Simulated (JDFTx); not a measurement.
System: hexafluoropropene, C3F6 (SMILES FC(F)=C(F)C(F)(F)F), charge 0, multiplicity 1; geometry: optimised with GFN2-xTB in vacuum (no frequencies checked; largest PBE force component 1.2 eV/Å). Bonds (Å): F1–C2 1.312, C2–F3 1.310, C2–C4 1.333, C4–F5 1.339, C4–C6 1.516, C6–F7 1.335, C6–F8 1.332, C6–F9 1.334. Angles (°): F1–C2–F3 111.3, F1–C2–C4 124.0, F3–C2–C4 124.7, C2–C4–F5 120.1, C2–C4–C6 126.2, F5–C4–C6 113.7, C4–C6–F7 111.3, C4–C6–F8 112.0, C4–C6–F9 111.3, F7–C6–F8 107.4, F7–C6–F9 107.2, F8–C6–F9 107.5.

Level of theory: PBE, GBRV ultrasoft potentials, plane waves to 20/100 Ha; code: a modified build of JDFTx. Liquid: CANDLE, water, 0.5 M NaCl. The liquid run sits in a periodic box with 3.75 Å from the outermost atoms to the faces; the vacuum run is isolated. The box matters at about 0.01 eV. ΔG_solv is the difference of the two single-point energies, liquid minus vacuum; no corrections are added.

```
Item                                                                                  Value
-------------------------------------------------------------  ----------------------------
solvation energy                                                               2.2 kcal/mol
part: cavitation term of the fluid                                            13.2 kcal/mol
part: dispersion term of the fluid                                            -9.6 kcal/mol
part: electrostatic term of the fluid                                         -1.7 kcal/mol
part: distortion of the solute's electrons                                     0.2 kcal/mol
dipole moment in vacuum                                                              1.02 D
dipole moment in the liquid                                                          1.31 D
highest occupied level in vacuum (zero: vacuum level)                              -7.04 eV
highest occupied level in the liquid (zero: bulk electrolyte)                      -6.74 eV
volume of the model's cavity                                                       270.8 Å³
rough cost, vacuum and liquid run                              4 min and 3 min of core time
```
